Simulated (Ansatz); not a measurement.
The relaxed structure here is a generated cell of Si2Ni: the first start was made by a random draw of sites in a space group, and the end was not matched to a known phase here, so it may be hypothetical. Known forms of Si2Ni include space group No. 225.

One stationary structure of Si$_{2}$Ni. Space group Im-3m (No. 229). The numbers are results of r2SCAN (plane waves to 500 eV, PAW, scalar-relativistic; Ansatz, a first-principles code), not measurements.

```cif
data_Ni3Si6
_chemical_formula_sum 'Ni3 Si6'
_space_group_name_H-M_alt 'P 1'
_space_group_IT_number 1
_cell_length_a 7.18703
_cell_length_b 7.18703
_cell_length_c 7.18703
_cell_angle_alpha 109.471
_cell_angle_beta 109.471
_cell_angle_gamma 109.471
loop_
_space_group_symop_operation_xyz
  'x, y, z'
loop_
_atom_site_label
_atom_site_type_symbol
_atom_site_fract_x
_atom_site_fract_y
_atom_site_fract_z
_atom_site_occupancy
Ni1 Ni 0.00000 0.50000 0.50000 1
Ni2 Ni 0.50000 0.00000 0.50000 1
Ni3 Ni 0.50000 0.50000 0.00000 1
Si1 Si 0.50000 0.25000 0.75000 1
Si2 Si 0.50000 0.75000 0.25000 1
Si3 Si 0.75000 0.50000 0.25000 1
Si4 Si 0.25000 0.50000 0.75000 1
Si5 Si 0.25000 0.75000 0.50000 1
Si6 Si 0.75000 0.25000 0.50000 1
```

| Item | Value |
|---|---|
| Volume per atom | 31.75 Å³ |
| Band gap | no clear gap: the sampled points leave 0.04 eV away from the symmetry points, which may be a band crossing missed between them |
| Smallest direct gap | 0.11 eV at k = (0, 0, 0.125) |
| Magnetic moment | zero (the starting moments vanished) |
| Shortest distances | Ni–Si 2.07 Å; Si–Si 2.93 Å |
| k-mesh | 8×8×8 |

Band energies at high-symmetry points (eV from the VBM; labels of this space group; no spin-orbit coupling), from −5 eV up to 3.1 eV:

| point | energies |
|---|---|
| Γ | -4.59 -4.57 -4.57 -4.57 -2.96 -2.96 -2.96 -2.87 -2.87 -2.87 -2.54 -2.54 -2.54 -2.30 -2.03 -2.03 0.00 0.00 0.00 0.14 0.14 0.14 1.24 1.24 |
| H | -4.68 -4.68 -4.51 -4.51 -4.51 -2.92 -2.92 -2.92 -2.90 -2.90 -2.90 -2.17 -2.17 -2.00 -1.98 -1.98 -1.98 -0.76 -0.76 -0.76 0.31 0.31 0.31 0.32 |
| N | -4.99 -4.60 -4.52 -4.43 -4.06 -4.05 -4.03 -3.94 -3.14 -2.95 -2.93 -2.91 -2.90 -2.86 -2.14 -1.93 -1.93 -1.84 -1.38 -1.25 -0.19 0.40 1.54 1.70 1.98 2.14 2.22 2.30 2.58 |
| P | -4.67 -4.40 -4.40 -4.07 -4.07 -4.07 -4.01 -4.01 -4.01 -2.89 -2.89 -2.89 -2.86 -2.86 -2.86 -1.91 -1.91 -1.91 -1.83 -0.72 -0.72 1.88 1.88 1.88 1.90 1.90 2.20 2.20 2.20 |

No spin polarisation in the result: the starting moments vanished. A magnetic state may lie lower.

The run could not lose the symmetry of its start: the end is stationary, and may be a saddle point rather than a minimum.

All atoms sit on sites fixed by symmetry, so only the cell could relax.
